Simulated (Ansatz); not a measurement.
Input file for Ansatz (a quantum-chemistry and plane-wave program):

Ansatz 0.2 input:
```yaml
crystal:
  lattice:
    - [0.0, 5.4067227429, 5.4067227429]
    - [5.4067227429, 0.0, 5.4067227429]
    - [5.4067227429, 5.4067227429, 0.0]
  atoms:
    - { symbol: La, position: [0.625, 0.625, 0.125] }
    - { symbol: La, position: [0.625, 0.125, 0.625] }
    - { symbol: La, position: [0.625, 0.625, 0.625] }
    - { symbol: La, position: [0.125, 0.625, 0.625] }
    - { symbol: Zr, position: [0.125, 0.125, 0.625] }
    - { symbol: Zr, position: [0.125, 0.625, 0.125] }
    - { symbol: Zr, position: [0.125, 0.125, 0.125] }
    - { symbol: Zr, position: [0.625, 0.125, 0.125] }
    - { symbol: O, position: [0.75, 0.75, 0.75] }
    - { symbol: O, position: [0.5, 0.5, 0.5] }
    - { symbol: O, position: [0.043414015, 0.456585985, 0.043414015] }
    - { symbol: O, position: [0.793414015, 0.206585985, 0.206585985] }
    - { symbol: O, position: [0.456585985, 0.043414015, 0.456585985] }
    - { symbol: O, position: [0.206585985, 0.793414015, 0.793414015] }
    - { symbol: O, position: [0.043414015, 0.043414015, 0.456585985] }
    - { symbol: O, position: [0.206585985, 0.793414015, 0.206585985] }
    - { symbol: O, position: [0.456585985, 0.456585985, 0.043414015] }
    - { symbol: O, position: [0.793414015, 0.206585985, 0.793414015] }
    - { symbol: O, position: [0.456585985, 0.043414015, 0.043414015] }
    - { symbol: O, position: [0.206585985, 0.206585985, 0.793414015] }
    - { symbol: O, position: [0.043414015, 0.456585985, 0.456585985] }
    - { symbol: O, position: [0.793414015, 0.793414015, 0.206585985] }
kpoints:
  mp_grid: { grid: [5, 5, 5] }
hamiltonian:
  xc: r2scan
  pseudopotentials: { azcp: { folder: ./paw }, kind: paw }
scf:
  occupations: { method: fixed }
checkpoint: { read: static.run }
output: { write_density: true, elf: true, volumetric_format: npy }
basis: { fft_grid_basis: typed }
```

Output (shortened):

```
Pseudopotential: La, paw, valence charge 11
Pseudopotential: Zr, paw, valence charge 12
Pseudopotential: O, paw, valence charge 6
Functional definition: r2SCAN
Crystal: 22 atoms, lattice volume = 316.106 Å³
Basis set: ecut = 500 eV, 7991 PW (Γ), exchange–correlation on 240×240×240 points (64 copies of the dense FFT grid, shifted against one another)
Bands: 110, of which v1, the nominal top of the filled ones, is band 88 counted from 1 (87 counted from 0)
Symmetry: 48 space group operations
Space group: Fd-3m (ITA 227), of the structure as read, at distance tolerance 6.8e-5 Å
k-points: 10 of 125
Stability of the state it starts from, as read at its close in the unpolarized treatment …
iter 1 solved again at ethr=4.04e-8 eV; its pass at ethr=3.10e-3 eV (dr2=7.11e-5 eV) is discarded
SCF iter   1: F=—  HF=-49847.130512 eV  |F-HF|=—  |Δ(HF+E_count)|=         —  Δρ=9.23e-7  dr2=9.54e-10  dr2_τ=4.00e-10  ethr=4.04e-8  ⟨swp⟩=4.1  Hψ=7120  notcnv=0  defer=199
preconditioner: auto → Resta (q_TF=auto, 2.475 Å⁻¹)
SCF iter   2: F=-49847.130512 eV  HF=-49847.130512 eV  |F-HF|=6.40e-10  |Δ(HF+E_count)|=   4.79e-8  Δρ=5.97e-7  dr2=7.58e-10  dr2_τ=7.43e-10  ethr=1.00e-12  ⟨swp⟩=17.3  Hψ=6973  notcnv=0
SCF 1 converged in 2 iterations: F = -49847.130512 eV  dr2 = 7.58e-10
SCF converged after 2 iterations
Free energy (F): -49847.130512 eV
Harris-Foulkes:  -49847.130512 eV  (|F-HF|=6.40e-10)
Internal energy: -49847.130512 eV  (E = F + TS)
E sigma→0 (E₀):  -49847.130512 eV
Fermi energy:    9.013645 eV
--- Per-component energies (eV) ---
  E_band       = -618.800119
  E_kinetic    = 4393.755949
  E_local      = -8628.585495  (includes V_loc(G=0)·N_el)
  E_nonlocal   = 1352.235231
  E_hartree    = 3140.671836
  E_xc         = -2146.162013
  E_vxc        = -2892.950658  (∫ρ·V_xc dr)
  E_paw        = -35981.705381  (= ΣΔE_a)
  E_vpaw       = -1297.257898  (= ΣTr[D̂ρ^β])
  E_aug_tail   = 0.003729  (compensation charges beyond the density's cutoff)
  E_vtau       = 172.654669  (kinetic-family band-sum trace: ∫τ·v_τ [+ j·A + Jᵃ·Aᵃ] dr)
  E_ewald      = -11976.511117
  E_core_change = -0.833251  (= ΣΔE_core)
  E_smearing   =  0.000000  (= −TS)
  E_closure    =  0.000000  (closes the sum)
  Σ components = -49847.130512   (vs F -49847.130512, Δ=0.00e0)
  [band-id]    e_kinetic+e_local+e_nonlocal+2·e_hartree+e_vxc+e_vpaw+e_augmentation_tail+e_vtau = -618.800800   (vs E_band -618.800119, Δ=-6.81e-4)
--- Band table (eV; the first three rows and the last of 10) ---
  k-point 0: bands = ["-39.4538", "-39.4363", "-39.4363", "-39.4363", "-21.7685", "-21.5748", "-21.5748", "-21.5748", "-17.1833", "-17.1294", "-17.1294", "-17.1294", "-17.1115", "-17.1115", "-16.7748", "-16.7748", "-16.7748", "-16.7635", "-16.7635", …
  k-point 1: bands = ["-39.4526", "-39.4375", "-39.4363", "-39.4363", "-21.7559", "-21.5889", "-21.5751", "-21.5751", "-17.1688", "-17.1215", "-17.1215", "-17.1079", "-17.0861", "-17.0861", "-16.8128", "-16.8026", "-16.8026", "-16.7713", "-16.7713", …
  k-point 2: bands = ["-39.4500", "-39.4401", "-39.4363", "-39.4363", "-21.7292", "-21.6182", "-21.5756", "-21.5756", "-17.1572", "-17.1181", "-17.1181", "-17.0254", "-17.0021", "-17.0021", "-16.9102", "-16.8932", "-16.8932", "-16.7718", "-16.7718", …
  k-point 9: bands = ["-39.4473", "-39.4429", "-39.4363", "-39.4363", "-21.6992", "-21.6506", "-21.5756", "-21.5753", "-17.1151", "-17.0962", "-17.0823", "-17.0128", "-17.0086", "-17.0049", "-16.9007", "-16.8995", "-16.8968", "-16.8072", "-16.8055", …
```

Cost: very roughly 30 core-seconds on shared cores.

The workflow started from a Materials Project entry (that database holds measured and hypothetical structures alike); the Crystallography Open Database files this formula in space group No. 227, but the cells were not matched. Whether it is the stable phase at ambient conditions was not checked. Symmetry was held in the r²SCAN relaxation; whether a distortion lowers the energy is not shown. No spin polarisation was allowed. Scalar-relativistic: spin–orbit coupling is off unless named, which matters more the heavier the elements.

Potentials: the earlier of the program's two PAW sets.

Ansatz is a plane-wave DFT program.
